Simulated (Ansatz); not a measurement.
## Cu: relaxation of cell and atoms

Level of theory: DFT, PBEsol, PAW with Ansatz's default frozen-core files, scalar-relativistic in Ansatz 0.2.0.

Command: `ansatz run input.yaml --threads 1 --pin off --max-ram 2048MiB --backend cpu --events-out ev --progress --plain --runs-dir out` The run took 14 s on 1 thread of AMD EPYC 7R43 64-Core Processor (Zen 3), with other jobs on the host.

```yaml
crystal:
  lattice:
    - [0.0, 1.8312856224, 1.8312856224]
    - [1.8312856224, 0.0, 1.8312856224]
    - [1.8312856224, 1.8312856224, 0.0]
  atoms:
    - { symbol: Cu, position: [0.0, 0.0, 0.0] }
kpoints:
  mp_grid: { grid: [16, 16, 16] }
scf:
  occupations: { method: fermi_dirac, width: 0.05 }
hamiltonian:
  xc: pbesol
  pseudopotentials: { kind: paw }
output:
  forces: true
  stress: true
  efg: { contact_densities: true }
relax:
  f_tol: 0.005
  max_steps: 80
  cell: {}
```

The geometry is COD entry 9012043, unchecked; take it as a test cell. The listed cell was then made from it by scaling, straining or moving an atom.

The cutoff is 420 eV; energies and pressures of the walk include the program's estimate of the Pulay term. The PAW files were made with PBE; their cores are remade for this functional.

Each frame lists the cell vectors (Å), then Cartesian positions (Å); symmetry keeps all forces zero. Free energies count from the first step, -6588.7376 eV.

The walk took 8 evaluations in all; steps that aren't listed are left out.

Step 1: E = 0.0 meV, P = -11.18 GPa

```
cell 0.0000 1.8313 1.8313 1.8313 0.0000 1.8313 1.8313 1.8313 0.0000
Cu    0.0000    0.0000    0.0000
```

Step 2:

```
cell 0.0000 1.8037 1.8037 1.8037 0.0000 1.8037 1.8037 1.8037 0.0000
Cu    0.0000    0.0000    0.0000
```

Step 3: E = -37.0 meV, P = 1.17 GPa

```
cell 0.0000 1.7780 1.7780 1.7780 0.0000 1.7780 1.7780 1.7780 0.0000
Cu    0.0000    0.0000    0.0000
```

**Question.** Give the energy, pressure of step 2.

**Answer.** E = -29.4 meV, P = -5.57 GPa
```
Cu    0.0000    0.0000    0.0000
```

**Question.** How does the relaxation end?

**Answer.** It converges, with a = 3.564 Å, b = 3.564 Å, c = 3.564 Å, α = 90.00°, β = 90.00°, γ = 90.00° (conventional cell, space group Fm-3m). The last solve (on a basis chosen afresh for the final cell, so its energy is not quite comparable) gives E = -36.4 meV, P = 0.00 GPa:
```
cell 0.0000 1.7822 1.7822 1.7822 0.0000 1.7822 1.7822 1.7822 0.0000
Cu    0.0000    0.0000    0.0000
```
